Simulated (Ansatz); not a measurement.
The start is a generated cell, Ag built in the beta-Sn structure type. Cell shape, volume and atoms are optimised at zero target pressure with r2SCAN (plane waves to 500 eV, PAW, scalar-relativistic; Ansatz, a quantum-chemistry and plane-wave program). The first steps use a coarse 13×13×13 k-mesh.

Input geometry:
```
CELL_PARAMETERS angstrom
     -2.54368     2.54368     1.38786
      2.54368    -2.54368     1.38786
      2.54368     2.54368    -1.38786
ATOMIC_POSITIONS crystal
  Ag 0.75000 0.25000 0.50000
  Ag 0.00000 0.00000 0.00000
```

Task: What pressure does the first self-consistent step give?

Result: +6.3 GPa (positive: the cell is compressed).

Task: How much energy is released per atom?

Result: 0.03 eV/atom.

Task: How does the volume change?

Result: +6.2 %, from 17.96 to 19.07 Å³/atom.

Task: How do the shortest distances between atoms change?

Result: The closest pairs of elements (up to four, under 3.6 Å), start → end: Ag–Ag 2.64 → 2.72 Å.

Task: What band gap does the relaxed structure have at this level?

Result: Zero (metallic).

Task: Give the final cell and atomic positions.

Result: 
```cif
data_Ag4
_chemical_formula_sum 'Ag4'
_space_group_name_H-M_alt 'I41/amd :1'
_space_group_IT_number 141
_space_group_name_Hall 'I 4bw 2bw -1bw'
_cell_length_a 5.26078
_cell_length_b 5.26078
_cell_length_c 2.75615
_cell_angle_alpha 90.000
_cell_angle_beta 90.000
_cell_angle_gamma 90.000
loop_
_atom_site_label
_atom_site_type_symbol
_atom_site_symmetry_multiplicity
_atom_site_Wyckoff_symbol
_atom_site_fract_x
_atom_site_fract_y
_atom_site_fract_z
_atom_site_occupancy
Ag1 Ag 4 a 0.00000 0.00000 0.00000 1
```
(The calculation used a cell of 2 atoms; values per cell refer to that cell.)

The space group stays I4₁/amd (No. 141) (the run could not lower it); the end is AFLOW prototype A_tI4_141_a (A5, as in Sn), with 2 atoms in the primitive cell. Final values are on a 19×19×19 k-mesh of the relaxed cell. No spin polarisation in the result.

The run could not lower the symmetry of its start; a shaken copy of this end point relaxes with r2SCAN to Fm-3m (No. 225), 0.25 eV/atom lower.

The relaxed structure here is a generated cell of Ag: the first start was made by placing the elements on the sites of a structure type, and the end was not matched to a known phase here, so it may be hypothetical. Known forms of Ag include space group No. 225.
